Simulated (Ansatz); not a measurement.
Structures of ZnOs2: which is lowest?

Plane-wave DFT in Ansatz with scalar-relativistic PAW potentials, cutoff 420 eV, Γ-centred meshes chosen by cell and gap, Gaussian smearing with energies taken to zero width. Every cell was relaxed (cell and atoms) in a run of its own, within the symmetry of its start. Functional: PBE.

Relaxed structures (starts from databases or built by putting these elements on another compound's sites):
A. P6_3/mmc, 6 atoms in the computed cell, a = 2.760 Å, c = 13.063 Å; sites (symmetry × multiplicity) Zn -6m2 × 2, Os 3m. × 4; start: built
B. P6/mmm, 3 atoms in the computed cell, a = 4.367 Å, c = 2.695 Å; sites (symmetry × multiplicity) Zn 6/mmm × 1, Os -6m2 × 2; start: built

Rank them by energy. Could pressure change the order?

```tsv
structure	group	E − E(lowest) (meV/atom)	V (Å³/atom)	gap on mesh (eV)
A	P6_3/mmc	0.0	14.36	0.00
B	P6/mmm	358	14.84	0.00
```

A is lowest, 358 meV/atom under B. The lowest is also the densest of these, so pressure wouldn't bring one of the others in at first order. Other structures may lie lower than all of these, and vibrations aren't counted.

Spin-orbit coupling is left out, which matters for the bands of heavy elements.